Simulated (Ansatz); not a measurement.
PbS:
```yaml
crystal:
  lattice:
    - [0.00000, 3.00432, 3.00432]
    - [3.00432, 0.00000, 3.00432]
    - [3.00432, 3.00432, 0.00000]
  atoms:
    - { symbol: Pb, position: [0.00000, 0.00000, 0.00000] }
    - { symbol: S, position: [0.50000, 0.50000, 0.50000] }
```

Relaxed with PBE.

### Question
Map the electron localisation function on the plane through (0.000, 0.000, 0.000) spanned by u = [1, 0, 0] and v = [0, 1, -1] in lattice vectors, from plane-wave PAW PBE (Ansatz code).

### Answer
x is the fraction of u, y of v (the angle between them is 90°; rows are the nearest grid lines); atoms in the plane: Pb at (0.00, 0.00), S at (0.50, 0.50).
```
y \ x   0.000  0.0952  0.190  0.286  0.381  0.476  0.524  0.619  0.714  0.810  0.905   1.00
------  -----  ------  -----  -----  -----  -----  -----  -----  -----  -----  -----  -----
1.00    0.013   0.044  0.427  0.326  0.109  0.047  0.047  0.109  0.326  0.427  0.044  0.013
0.905   0.044   0.203  0.438  0.264  0.128  0.144  0.144  0.128  0.264  0.438  0.203  0.044
0.857   0.247   0.375  0.398  0.215  0.206  0.352  0.352  0.206  0.215  0.398  0.375  0.247
0.762   0.422   0.368  0.232  0.300  0.665  0.783  0.783  0.665  0.300  0.232  0.368  0.422
0.714   0.325   0.264  0.209  0.514  0.811  0.852  0.852  0.811  0.514  0.209  0.264  0.325
0.619   0.109   0.128  0.410  0.811  0.849  0.677  0.677  0.849  0.811  0.410  0.128  0.109
0.524   0.047   0.144  0.621  0.852  0.675  0.008  0.008  0.675  0.852  0.621  0.144  0.047
0.476   0.047   0.144  0.621  0.852  0.675  0.008  0.008  0.675  0.852  0.621  0.144  0.047
0.381   0.109   0.128  0.410  0.811  0.849  0.677  0.677  0.849  0.811  0.410  0.128  0.109
0.286   0.325   0.264  0.209  0.514  0.811  0.852  0.852  0.811  0.514  0.209  0.264  0.325
0.238   0.422   0.368  0.232  0.300  0.665  0.783  0.783  0.665  0.300  0.232  0.368  0.422
0.143   0.247   0.375  0.398  0.215  0.206  0.352  0.352  0.206  0.215  0.398  0.375  0.247
0.0952  0.044   0.203  0.438  0.264  0.128  0.144  0.144  0.128  0.264  0.438  0.203  0.044
0.000   0.013   0.044  0.427  0.326  0.109  0.047  0.047  0.109  0.326  0.427  0.044  0.013
```

The density is the valence pseudo-density with augmentation charge, so density and ELF within about 1 Å of a nucleus are not all-electron values.

Space group Fm-3m (rock salt). The cell was relaxed with PBE under the symmetry of its start; of distortions, only those at the zone centre were tested. Spin–orbit coupling is left out wherever it is not named.

Potentials: the later of the program's two PAW sets.
